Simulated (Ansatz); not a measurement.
The calculation used DFT PBE, scalar-relativistic, plane waves, PAW in Ansatz. Settings: cutoff 420 eV, Γ-centred meshes spaced at most about 0.3 Å⁻¹, and about 0.25 Å⁻¹ or finer for metals (2π included), Gaussian smearing. No spin polarisation in the final relaxations.

All energies are static (0 K, no zero-point motion).

Two relaxed structures of In₂TeH₂:

1.

```yaml
crystal:
  lattice:
    - [5.24876, 0.00000, 0.00000]
    - [0.00000, 5.24876, 0.00000]
    - [0.00000, 0.00000, 4.12507]
  atoms:
    - { symbol: In, position: [0.00000, 0.50000, 0.00000] }
    - { symbol: In, position: [0.50000, 0.00000, 0.00000] }
    - { symbol: Te, position: [0.50000, 0.50000, 0.50000] }
    - { symbol: H, position: [0.50000, 0.50000, 0.00000] }
    - { symbol: H, position: [0.00000, 0.00000, 0.50000] }
```

2.

```yaml
crystal:
  lattice:
    - [1.65273, -8.95210, 0.00000]
    - [1.65273, 8.95210, 0.00000]
    - [0.00000, 0.00000, 3.25803]
  atoms:
    - { symbol: In, position: [0.34095, 0.65905, 0.50000] }
    - { symbol: In, position: [0.65905, 0.34095, 0.50000] }
    - { symbol: Te, position: [0.00000, 0.00000, 0.00000] }
    - { symbol: H, position: [0.19087, 0.80913, 0.00000] }
    - { symbol: H, position: [0.80913, 0.19087, 0.00000] }
```

Question: Which would you expect to be lower, and how large is the difference?

Answer: Cell 2 is lower, by 156 meV/atom. Cell 1 has space group P4/mmm (No. 123), 22.7 Å³/atom and no gap on its mesh; cell 2 has space group Cmmm (No. 65), 19.3 Å³/atom and no gap. Even the lower one lies +0.36 eV/atom against the reference forms of the elements (uncorrected), so neither is stable at this level. In cell 1, In is surrounded by 2 H at 2.62 Å, 4 H at 3.34 Å and 4 Te at 3.34 Å; Te is surrounded by 2 H at 2.06 Å, 8 In at 3.34 Å and 4 H at 3.71 Å; H on its first site is surrounded by 2 Te at 2.06 Å and 4 In at 2.62 Å; 1 more site not described. In cell 2, around In lie 4 H at 2.39 Å, 2 H at 3.14 Å, 4 In at 3.26–3.31 Å, 2 In at 3.65 Å and 4 Te at 3.67 Å; Te is surrounded by 4 Te at 3.26–3.31 Å, 2 H at 3.42 Å and 8 In at 3.67 Å; around H lie 4 In at 2.39 Å, 2 H at 2.69 Å, 2 In at 3.14 Å, 4 H at 3.26–3.31 Å and 1 Te at 3.42 Å. Both come from invented guesses. A third cell relaxed alike, in P-3m1, lies 178 meV/atom below the lower of the two.

No dispersion correction is applied, so the spacing and binding between layers, chains or molecules are poorly described (Cmmm), and this can change margins and order among such cells. Spin–orbit coupling, which can matter for Te, is left out. With hydrogen, zero-point motion can shift such differences by 10 meV/atom or more. Cells relaxed within their symmetry can be saddle points.
